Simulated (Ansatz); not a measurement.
Computed properties of CsCdBr$_{3}$

CsCdBr3:
```yaml
crystal:
  lattice:
    - [7.42288, 0.00000, 0.00000]
    - [-3.71144, 6.42840, 0.00000]
    - [0.00000, 0.00000, 6.52306]
  atoms:
    - { symbol: Cs, position: [0.33333, 0.66667, 0.75000] }
    - { symbol: Cs, position: [0.66667, 0.33333, 0.25000] }
    - { symbol: Cd, position: [0.00000, 0.00000, 0.00000] }
    - { symbol: Cd, position: [0.00000, 0.00000, 0.50000] }
    - { symbol: Br, position: [0.17032, 0.82968, 0.25000] }
    - { symbol: Br, position: [0.82968, 0.17032, 0.75000] }
    - { symbol: Br, position: [0.34064, 0.17032, 0.75000] }
    - { symbol: Br, position: [0.65936, 0.82968, 0.25000] }
    - { symbol: Br, position: [0.17032, 0.34064, 0.25000] }
    - { symbol: Br, position: [0.82968, 0.65936, 0.75000] }
```

Space group P6_3/mmc (No. 194); conventional cell a = 7.423 Å, b = 7.423 Å, c = 6.523 Å, α = 90.00°, β = 90.00°, γ = 120.00°.

Method: DFT-LDA in the program Ansatz with PAW potentials. Structure relaxed to zero pressure with the same functional. Other levels are named where they apply.

### Cell and energy

Volume per atom: 31.13 Å³
Density: 5.18 g/cm³
Formation energy from the elements (no fitted shifts): -1.27 eV/atom

### Electronic structure

* **Band gap**: 2.70 eV (direct)
* **Valence-band maximum**: at Γ
* **Conduction-band minimum**: at Γ
* **Electron effective mass**: 0.25, 0.25, 0.34 mₑ (principal values)
* **Hole effective mass, band 1 of 2 at the edge**: 4.4 along x, 2.1 along z (mₑ)
* **Hole effective mass, band 2 of 2 at the edge**: 0.33 along x, 2.1 along z (mₑ)

### Mechanics

- Bulk modulus (Birch–Murnaghan fit): 205 kbar
- Pressure derivative B′: 6.7
- Elastic constants (relaxed ions, GPa): C11 = 38.5, C12 = 14.9, C13 = 10.0, C33 = 37.0, C44 = -0.1
- Mechanical stability: marginal (the smallest eigenvalue of C is near zero)

### Dielectric response

* **Electronic dielectric constant ε∞ (DFPT)**: 3.83 (xx = yy), 3.91 (zz)
* **Static dielectric constant ε0 (ions relaxed, cell fixed)**: 7.80 (xx = yy), 13.6 (zz)
* **Born charges (a third of the trace)**: Cs +1.44, Cd +2.26, Br -1.23 e

### Phonons

- Highest zone-centre frequency (without LO–TO term): 192 cm⁻¹
- Zone-centre stability: no imaginary mode at Γ
- Dynamical stability on the path: stable (no imaginary branch)
- Zero-point energy: 15.6 meV/atom
- Vibrational entropy at 300 K: 51.7 J/(K·mol of atoms)

The first step of the workflow began from a Materials Project structure, measured or hypothetical; the Crystallography Open Database files this formula in space group No. 194, but the cells were not matched. Whether it is the stable phase at ambient conditions was not checked. Symmetry was held in the LDA relaxation. The references are the lowest solids computed at this level, not always the standard phases. Spin–orbit coupling is left out wherever it is not named.

Potentials: the later of the program's two PAW sets.
